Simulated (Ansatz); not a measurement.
Consider the following.

Ag5Pb2O6:
```
CELL_PARAMETERS angstrom
      5.91620     0.00000     0.00000
     -2.95810     5.12358     0.00000
      0.00000     0.00000     6.42384
ATOMIC_POSITIONS crystal
  Ag 0.00000 0.00000 0.22063
  Ag 0.00000 0.00000 0.77937
  Ag 0.00000 0.50000 0.00000
  Ag 0.50000 0.50000 0.00000
  Ag 0.50000 0.00000 0.00000
  Pb 0.66667 0.33333 0.50000
  Pb 0.33333 0.66667 0.50000
  O  0.62501 0.62501 0.30577
  O  0.37499 0.37499 0.69423
  O  0.37499 0.00000 0.30577
  O  0.62501 0.00000 0.69423
  O  0.00000 0.37499 0.30577
  O  0.00000 0.62501 0.69423
```

This is the PBEsol-relaxed structure.

Problem. All from DFT-PBEsol in the program Ansatz with PAW potentials, unless another level is named. Predict the bulk modulus (Birch–Murnaghan fit).

Solution. 107 GPa.

Problem. What about the highest zone-centre frequency?

Solution. 445 cm⁻¹.

Space group P-31m. The workflow started from a Materials Project entry (that database holds measured and hypothetical structures alike); the Crystallography Open Database files this formula in space group No. 162, but the cells were not matched. Its standing as an ambient phase is unchecked. The PBEsol relaxation kept the symmetry of its start; whether a distortion lowers the energy is not shown. No spin polarisation was allowed. With an odd number of electrons in the cell and no spin polarisation, the count alone makes it a metal. As this level gives no gap, phonon frequencies hold no LO–TO term and depend on the k-mesh and smearing (Fermi–Dirac, 0.1 eV here). Spin–orbit coupling is left out wherever it is not named.

Potentials: the later of the program's two PAW sets.
